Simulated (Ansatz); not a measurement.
A relaxation computed with Ansatz, from input to last step.

```yaml
crystal:
  lattice:
    - [4.8752819594, 0.0, 0.0]
    - [0.0, 8.6485820784, 0.0]
    - [0.0, 0.0, 8.4884998146]
  atoms:
    - { symbol: Si, position: [0.932415196, 0.1718324129, 0.1834776664] }
    - { symbol: Si, position: [0.067584804, 0.8281675871, 0.1834776664] }
    - { symbol: Si, position: [0.432415196, 0.3281675871, 0.3165223336] }
    - { symbol: Si, position: [0.932415196, 0.1718324129, 0.8165223336] }
    - { symbol: Si, position: [0.067584804, 0.8281675871, 0.8165223336] }
    - { symbol: Si, position: [0.432415196, 0.3281675871, 0.6834776664] }
    - { symbol: Si, position: [0.567584804, 0.6718324129, 0.3165223336] }
    - { symbol: Si, position: [0.567584804, 0.6718324129, 0.6834776664] }
    - { symbol: O, position: [0.012655735, 0.8104269769, 0.0] }
    - { symbol: O, position: [0.5, 0.5, 0.2621774317] }
    - { symbol: O, position: [0.512655735, 0.6895730231, 0.5] }
    - { symbol: O, position: [0.987344265, 0.1895730231, 0.0] }
    - { symbol: O, position: [0.1199093766, 0.2905935517, 0.7218979543] }
    - { symbol: O, position: [0.8800906234, 0.7094064483, 0.7218979543] }
    - { symbol: O, position: [0.0, 0.0, 0.7621774317] }
    - { symbol: O, position: [0.6199093766, 0.2094064483, 0.2218979543] }
    - { symbol: O, position: [0.3800906234, 0.7905935517, 0.2218979543] }
    - { symbol: O, position: [0.5, 0.5, 0.7378225683] }
    - { symbol: O, position: [0.3800906234, 0.7905935517, 0.7781020457] }
    - { symbol: O, position: [0.1199093766, 0.2905935517, 0.2781020457] }
    - { symbol: O, position: [0.6199093766, 0.2094064483, 0.7781020457] }
    - { symbol: O, position: [0.487344265, 0.3104269769, 0.5] }
    - { symbol: O, position: [0.0, 0.0, 0.2378225683] }
    - { symbol: O, position: [0.8800906234, 0.7094064483, 0.2781020457] }
basis:
  ecutwfc: 420
kpoints:
  mp_grid: { grid: [6, 4, 4] }
hamiltonian:
  xc: lda
scf:
  occupations: { method: gaussian, width: 0.02 }
output:
  forces: true
  stress: true
  eigenvalues: true
relax:
  adjacent_minimum: "off"
  f_tol: 0.01
  max_steps: 30
  cell: { stress_tol: 0.1, fix: [volume] }
```

```bash
ansatz run input.yaml --threads 4 --pin off --max-ram 10240MiB --backend cpu --events-out ev --progress --plain --runs-dir out
```

These are results of Ansatz 0.2.0, DFT LDA, scalar-relativistic, plane waves, PAW, not measurements.

The volume is held at 0.97 times that of the relaxed cell.

Of 6 frames 5 are shown, positions in Å and forces in eV/Å; the SCF threshold varies from step to step. Steps run on the plane waves of an earlier cell, with a Pulay correction in the pressure. The basis is chosen afresh for the last frame, the zero of the energies, and at times for earlier ones too; energy and pressure step there, also at an unchanged geometry.

```xyz
24
Lattice="4.8753 0.0000 0.0000 0.0000 8.6486 0.0000 0.0000 0.0000 8.4885" Properties=species:S:1:pos:R:3:forces:R:3 pbc="T T T" step=1 free_energy_over_end_meV_per_atom=6.72 pressure_GPa=5.23
Si    4.5458    1.4861    1.5575   -0.0190    0.0097    0.0358
Si    0.3295    7.1625    1.5575    0.0190   -0.0097    0.0358
Si    2.1081    2.8382    2.6868   -0.0190   -0.0097   -0.0358
Si    4.5458    1.4861    6.9310   -0.0190    0.0097   -0.0358
Si    0.3295    7.1625    6.9310    0.0190   -0.0097   -0.0358
Si    2.1081    2.8382    5.8017   -0.0190   -0.0097    0.0358
Si    2.7671    5.8104    2.6868    0.0190    0.0097   -0.0358
Si    2.7671    5.8104    5.8017    0.0190    0.0097    0.0358
O     0.0617    7.0090    0.0000   -0.2020   -0.1061    0.0000
O     2.4376    4.3243    2.2255    0.0000    0.0000   -0.3328
O     2.4993    5.9638    4.2443   -0.2020    0.1061    0.0000
O     4.8136    1.6395    0.0000    0.2020    0.1061    0.0000
O     0.5846    2.5132    6.1278   -0.2329    0.2609   -0.1830
O     4.2907    6.1354    6.1278    0.2329   -0.2609   -0.1830
O     0.0000    0.0000    6.4697    0.0000    0.0000   -0.3328
O     3.0222    1.8111    1.8836   -0.2329   -0.2609   -0.1830
O     1.8530    6.8375    1.8836    0.2329    0.2609   -0.1830
O     2.4376    4.3243    6.2630    0.0000    0.0000    0.3328
O     1.8530    6.8375    6.6049    0.2329    0.2609    0.1830
O     0.5846    2.5132    2.3607   -0.2329    0.2609    0.1830
O     3.0222    1.8111    6.6049   -0.2329   -0.2609    0.1830
O     2.3759    2.6848    4.2443    0.2020   -0.1061    0.0000
O     0.0000    0.0000    2.0188    0.0000    0.0000    0.3328
O     4.2907    6.1354    2.3607    0.2329   -0.2609    0.1830
24
Lattice="4.8764 0.0000 0.0000 0.0000 8.6472 0.0000 0.0000 0.0000 8.4880" Properties=species:S:1:pos:R:3:forces:R:3 pbc="T T T" step=2 free_energy_over_end_meV_per_atom=4.29 pressure_GPa=4.24
Si    4.5310    1.4848    1.5602   -0.0058   -0.0059   -0.0062
Si    0.3454    7.1624    1.5602    0.0058    0.0059   -0.0062
Si    2.0928    2.8388    2.6838   -0.0058    0.0059    0.0062
Si    4.5310    1.4848    6.9278   -0.0058   -0.0059    0.0062
Si    0.3454    7.1624    6.9278    0.0058    0.0059    0.0062
Si    2.0928    2.8388    5.8042   -0.0058    0.0059   -0.0062
Si    2.7835    5.8084    2.6838    0.0058   -0.0059    0.0062
Si    2.7835    5.8084    5.8042    0.0058   -0.0059   -0.0062
O     0.0751    7.0066    0.0000   -0.1629   -0.0573    0.0000
O     2.4382    4.3236    2.2174    0.0000    0.0000   -0.2523
O     2.5133    5.9643    4.2440   -0.1629    0.0573    0.0000
O     4.8012    1.6406    0.0000    0.1629    0.0573    0.0000
O     0.5632    2.5216    6.1248   -0.1781    0.2435   -0.1524
O     4.3131    6.1257    6.1248    0.1781   -0.2435   -0.1524
O     0.0000    0.0000    6.4614    0.0000    0.0000   -0.2523
O     3.0014    1.8021    1.8809   -0.1781   -0.2435   -0.1524
O     1.8749    6.8452    1.8809    0.1781    0.2435   -0.1524
O     2.4382    4.3236    6.2706    0.0000    0.0000    0.2523
O     1.8749    6.8452    6.6071    0.1781    0.2435    0.1524
O     0.5632    2.5216    2.3631   -0.1781    0.2435    0.1524
O     3.0014    1.8021    6.6071   -0.1781   -0.2435    0.1524
O     2.3631    2.6830    4.2440    0.1629   -0.0573    0.0000
O     0.0000    0.0000    2.0266    0.0000    0.0000    0.2523
O     4.3131    6.1257    2.3631    0.1781   -0.2435    0.1524
24
Lattice="4.8872 0.0000 0.0000 0.0000 8.6028 0.0000 0.0000 0.0000 8.5128" Properties=species:S:1:pos:R:3:forces:R:3 pbc="T T T" step=3 free_energy_over_end_meV_per_atom=3.05 pressure_GPa=-0.04
Si    4.4784    1.4654    1.5676    0.1915    0.7538    0.2228
Si    0.4088    7.1375    1.5676   -0.1915   -0.7538    0.2228
Si    2.0348    2.8360    2.6888    0.1915   -0.7538   -0.2228
Si    4.4784    1.4654    6.9452    0.1915    0.7538   -0.2228
Si    0.4088    7.1375    6.9452   -0.1915   -0.7538   -0.2228
Si    2.0348    2.8360    5.8240    0.1915   -0.7538    0.2228
Si    2.8525    5.7668    2.6888   -0.1915    0.7538   -0.2228
Si    2.8525    5.7668    5.8240   -0.1915    0.7538    0.2228
O     0.1281    6.9727    0.0000   -0.0906    0.0590    0.0000
O     2.4436    4.3014    2.2036    0.0000    0.0000   -0.1620
O     2.5717    5.9316    4.2564   -0.0906   -0.0590    0.0000
O     4.7591    1.6301    0.0000    0.0906   -0.0590    0.0000
O     0.4809    2.5598    6.1261   -0.2945   -0.3439    0.3295
O     4.4063    6.0430    6.1261    0.2945    0.3439    0.3295
O     0.0000    0.0000    6.4599    0.0000    0.0000   -0.1620
O     2.9246    1.7416    1.8697   -0.2945    0.3439    0.3295
O     1.9627    6.8612    1.8697    0.2945   -0.3439    0.3295
O     2.4436    4.3014    6.3092    0.0000    0.0000    0.1620
O     1.9627    6.8612    6.6431    0.2945   -0.3439   -0.3295
O     0.4809    2.5598    2.3867   -0.2945   -0.3439   -0.3295
O     2.9246    1.7416    6.6431   -0.2945    0.3439   -0.3295
O     2.3155    2.6713    4.2564    0.0906    0.0590    0.0000
O     0.0000    0.0000    2.0528    0.0000    0.0000    0.1620
O     4.4063    6.0430    2.3867    0.2945    0.3439   -0.3295
24
Lattice="4.8625 0.0000 0.0000 0.0000 8.6321 0.0000 0.0000 0.0000 8.5270" Properties=species:S:1:pos:R:3:forces:R:3 pbc="T T T" step=4 free_energy_over_end_meV_per_atom=0.04 pressure_GPa=0.40
Si    4.4619    1.4725    1.5747    0.0182   -0.0001    0.0185
Si    0.4007    7.1596    1.5747   -0.0182    0.0001    0.0185
Si    2.0306    2.8436    2.6888    0.0182    0.0001   -0.0185
Si    4.4619    1.4725    6.9523    0.0182   -0.0001   -0.0185
Si    0.4007    7.1596    6.9523   -0.0182    0.0001   -0.0185
Si    2.0306    2.8436    5.8382    0.0182    0.0001    0.0185
Si    2.8320    5.7885    2.6888   -0.0182   -0.0001   -0.0185
Si    2.8320    5.7885    5.8382   -0.0182   -0.0001    0.0185
O     0.1324    7.0330    0.0000    0.0243    0.0011    0.0000
O     2.4313    4.3160    2.1850    0.0000    0.0000    0.0125
O     2.5636    5.9150    4.2635    0.0243   -0.0011    0.0000
O     4.7302    1.5990    0.0000   -0.0243   -0.0011    0.0000
O     0.4808    2.5680    6.1669   -0.0058   -0.0071   -0.0153
O     4.3817    6.0641    6.1669    0.0058    0.0071   -0.0153
O     0.0000    0.0000    6.4485    0.0000    0.0000    0.0125
O     2.9121    1.7480    1.9034   -0.0058    0.0071   -0.0153
O     1.9504    6.8840    1.9034    0.0058   -0.0071   -0.0153
O     2.4313    4.3160    6.3420    0.0000    0.0000   -0.0125
O     1.9504    6.8840    6.6236    0.0058   -0.0071    0.0153
O     0.4808    2.5680    2.3601   -0.0058   -0.0071    0.0153
O     2.9121    1.7480    6.6236   -0.0058    0.0071    0.0153
O     2.2989    2.7170    4.2635   -0.0243    0.0011    0.0000
O     0.0000    0.0000    2.0785    0.0000    0.0000   -0.0125
O     4.3817    6.0641    2.3601    0.0058    0.0071    0.0153
24
Lattice="4.8628 0.0000 0.0000 0.0000 8.6520 0.0000 0.0000 0.0000 8.5070" Properties=species:S:1:pos:R:3:forces:R:3 pbc="T T T" step=6 free_energy_over_end_meV_per_atom=0.00 pressure_GPa=0.42
Si    4.4731    1.4752    1.5732    0.0037    0.0036   -0.0028
Si    0.3897    7.1768    1.5732   -0.0037   -0.0036   -0.0028
Si    2.0417    2.8508    2.6803    0.0037   -0.0036    0.0028
Si    4.4731    1.4752    6.9338    0.0037    0.0036    0.0028
Si    0.3897    7.1768    6.9338   -0.0037   -0.0036    0.0028
Si    2.0417    2.8508    5.8267    0.0037   -0.0036   -0.0028
Si    2.8210    5.8012    2.6803   -0.0037    0.0036    0.0028
Si    2.8210    5.8012    5.8267   -0.0037    0.0036   -0.0028
O     0.1112    7.0509    0.0000    0.0025   -0.0014    0.0000
O     2.4314    4.3260    2.1763    0.0000    0.0000   -0.0022
O     2.5426    5.9271    4.2535    0.0025    0.0014    0.0000
O     4.7515    1.6011    0.0000   -0.0025    0.0014    0.0000
O     0.4903    2.5657    6.1405    0.0010    0.0012   -0.0011
O     4.3725    6.0863    6.1405   -0.0010   -0.0012   -0.0011
O     0.0000    0.0000    6.4298    0.0000    0.0000   -0.0022
O     2.9216    1.7603    1.8870    0.0010   -0.0012   -0.0011
O     1.9411    6.8917    1.8870   -0.0010    0.0012   -0.0011
O     2.4314    4.3260    6.3307    0.0000    0.0000    0.0022
O     1.9411    6.8917    6.6201   -0.0010    0.0012    0.0011
O     0.4903    2.5657    2.3666    0.0010    0.0012    0.0011
O     2.9216    1.7603    6.6201    0.0010   -0.0012    0.0011
O     2.3201    2.7249    4.2535   -0.0025   -0.0014    0.0000
O     0.0000    0.0000    2.0772    0.0000    0.0000    0.0022
O     4.3725    6.0863    2.3666   -0.0010   -0.0012    0.0011
```

The run took 4.7 min on 4 threads of Intel(R) Xeon(R) Processor @ 2.50GHz (Skylake/Cascade Lake), on a shared host, peak memory 1.5 GiB.